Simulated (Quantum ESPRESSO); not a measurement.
AlTa5TiLi, a guest atom moved from site to site

Simulated, not a measurement. The program is pw.x of Quantum ESPRESSO 7.5 (plane-wave density functional theory). The cell is made up: eight metal atoms on a hexagonal close-packed lattice, with elements, volume, strain and displacements drawn at random and not relaxed, so it may be unstable or far from any real phase. PseudoDojo standard norm-conserving files set the functional (PBE unless stated); there is no spin polarisation or spin-orbit coupling, the Fermi-Dirac width of 0.25 eV means electrons at about 2900 K, and the masses in the input are unused placeholders. Heavy elements are run without spin-orbit coupling, which real alloys of them have. A spin test at this wide smearing found no moment, but such smearing suppresses magnetism that the real alloy may have.

The runs move one Al atom among sites that otherwise hold Ta. Cell, positions, cutoff, mesh and smearing stay as in the input of run 1; sites are counted in its order. Stress in the tables is positive in tension.

Input of run 1:

```
&control calculation='scf', pseudo_dir='./dojo.nc.sr.pbe.v0_5.standard.upf', outdir='./o', disk_io='medium', tprnfor=.true., tstress=.true. /
&system ibrav=0, nat=8, ntyp=4, nbnd=58, ecutwfc=84.00895049, nosym=.true., tot_charge=0,
 occupations='smearing', smearing='fd', degauss=0.0183746611
/
&electrons conv_thr=1.470e-08, electron_maxstep=70, mixing_beta=0.5 /
ATOMIC_SPECIES
Al 1.0 Al.upf
Li 1.0 Li.upf
Ta 1.0 Ta.upf
Ti 1.0 Ti.upf
CELL_PARAMETERS angstrom
2.8904 0.0 4.7064
2.8904 0.0 -4.7064
-2.8904 5.0062 0.0
ATOMIC_POSITIONS angstrom
Al -0.0375 0.0031 0.0687
Ta -1.4302 2.4602 -0.0117
Ti 2.8618 1.554 -2.3426
Li 1.4392 4.1954 -2.3331
Ta 2.9082 0.0635 -0.0136
Ta 1.4912 2.4859 0.0078
Ta 2.9642 1.6723 2.3451
Ta 1.4986 4.1374 2.3233
K_POINTS automatic
5 5 5 1 1 1
```

| run | elements on sites 1 to 8 | free energy less that of run 1 (eV) | -TS (eV) | pressure (GPa) | stress xx (GPa) | stress yy (GPa) | stress zz (GPa) | stress yz (GPa) | stress xz (GPa) | stress xy (GPa) | iterations |
| --- | --- | --- | --- | --- | --- | --- | --- | --- | --- | --- | --- |
| 1 | Al Ta Ti Li Ta Ta Ta Ta | 0.000 | -1.604 | 7.04 | -5.66 | -7.04 | -8.41 | 0.30 | 1.66 | -1.04 | 14 |
| 2 | Ta Al Ti Li Ta Ta Ta Ta | -0.188 | -1.523 | 5.98 | -4.71 | -5.56 | -7.66 | 1.22 | 0.55 | -1.12 | 13 |
| 3 | Ta Ta Ti Li Al Ta Ta Ta | -0.031 | -1.600 | 6.87 | -5.52 | -6.71 | -8.38 | -0.10 | -1.46 | -1.21 | 14 |
| 4 | Ta Ta Ti Li Ta Al Ta Ta | -0.257 | -1.515 | 5.81 | -4.70 | -5.48 | -7.25 | -1.50 | -0.54 | -1.18 | 14 |
| 5 | Ta Ta Ti Li Ta Ta Ta Al | -0.035 | -1.590 | 7.54 | -5.03 | -8.18 | -9.41 | 0.07 | 0.16 | -0.85 | 13 |

Forces Fx Fy Fz (eV/Å):

| site | run 1 | run 2 | run 3 | run 4 | run 5 |
| --- | --- | --- | --- | --- | --- |
| 1 | 0.71 -0.25 -0.71 | 0.61 -0.14 -0.92 | 0.54 -0.09 -0.75 | 0.61 -0.12 -0.81 | 0.57 -0.35 -0.80 |
| 2 | 0.34 0.72 0.27 | 0.23 0.70 -0.07 | -0.05 0.63 0.30 | 0.08 0.61 0.45 | 0.38 0.72 -0.22 |
| 3 | 0.50 0.70 -0.60 | 0.78 0.92 -0.14 | 0.53 0.73 0.36 | 0.81 0.93 -0.02 | 0.67 1.11 -0.18 |
| 4 | 0.34 -0.08 -0.12 | 0.37 -0.28 -0.19 | 0.35 -0.08 0.00 | 0.37 -0.30 0.11 | 0.33 -0.29 -0.06 |
| 5 | -0.38 -0.80 0.07 | -0.43 -0.77 0.10 | -0.26 -0.97 0.16 | -0.29 -0.85 0.24 | -0.45 -1.19 0.33 |
| 6 | -0.66 0.25 -0.40 | -0.51 0.10 -0.61 | -0.29 0.19 -0.41 | -0.42 0.21 -0.10 | -0.50 0.27 0.07 |
| 7 | -0.35 -0.11 0.91 | -0.41 -0.15 0.36 | -0.27 -0.04 -0.32 | -0.50 -0.11 0.24 | -0.43 0.00 0.32 |
| 8 | -0.52 -0.43 0.58 | -0.64 -0.38 1.46 | -0.56 -0.37 0.65 | -0.65 -0.38 -0.12 | -0.55 -0.27 0.52 |

The sites are displaced and not relaxed, so the energy differences mix bonding between neighbours with strain and are not ordering energies. A rerun of one cell of this series at a higher cutoff and on a denser mesh moved values by no more than 0.003 eV in energy, 0.04 GPa in stress and 0.003 eV/Å in force, and a second program with other atomic files agreed on that cell to 2 % rms in force and 0.5 GPa in pressure.